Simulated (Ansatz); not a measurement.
# LuSF: levels and charges under dearer methods

A database entry relaxed whole under r2SCAN at zero pressure (R-3m, No. 166):

```yaml
crystal:
  lattice:
    - [1.95731, 1.13005, 8.28083]
    - [-1.95731, 1.13005, 8.28083]
    - [0.00000, -2.26011, 8.28083]
  atoms:
    - { symbol: Lu, position: [0.50000, 0.50000, 0.50000] }
    - { symbol: Lu, position: [0.00000, 0.00000, 0.00000] }
    - { symbol: S, position: [0.39122, 0.39122, 0.39122] }
    - { symbol: S, position: [0.60878, 0.60878, 0.60878] }
    - { symbol: F, position: [0.18089, 0.18089, 0.18089] }
    - { symbol: F, position: [0.81911, 0.81911, 0.81911] }
```

Its volume is 18.32 Å³ an atom, -2.2 % against the entry's 18.72, a cell as deposited in COD (1999).

Single points on this cell with plane-wave PAW DFT (Ansatz 0.2.0; r2SCAN 500 eV, hybrids 420 eV; fermi-dirac occupations of width 0.020 eV; no moments): r2SCAN on a 8×8×8 Γ-centred mesh; r2SCAN with spin-orbit coupling on a 2×2×2 Γ-centred mesh; HSE06 on a 4×4×4 Γ-centred mesh; PBE0 on a 4×4×4 Γ-centred mesh.

Question: What does each level give for gap and charges?

Answer: The runs give:

| level | gap (eV), or kind | pressure (GPa) | Bader charge of Lu (e) | Bader charge of S (e) | Bader charge of F (e) |
| --- | --- | --- | --- | --- | --- |
| r2SCAN | 2.73 | 0.0 | +2.15 | -1.34 | -0.82 |
| r2SCAN with spin-orbit coupling | 2.59 | 1.3 | +2.18 | -1.36 | -0.82 |
| HSE06 | 3.38 | 1.3 | +2.18 | -1.35 | -0.83 |
| PBE0 | 4.09 | 1.2 | +2.18 | -1.35 | -0.83 |

Under r2SCAN the gap is 2.73 eV, over mesh and band path. HSE06 moves it by +0.65 eV and PBE0 by +1.36 eV; PBE0 keeps its exact exchange at long range, which widens the gap over HSE06's by 0.71 eV on their common mesh. Spin-orbit coupling moves the r2SCAN gap by -0.14 eV, which the hybrid values lack.

Caveats: the relaxation kept the start's symmetry; HSE06 is read on its mesh and at the zone's corners, PBE0 on its mesh alone; hybrid pressures are good to a few tenths of a GPa; pressure is positive in compression.
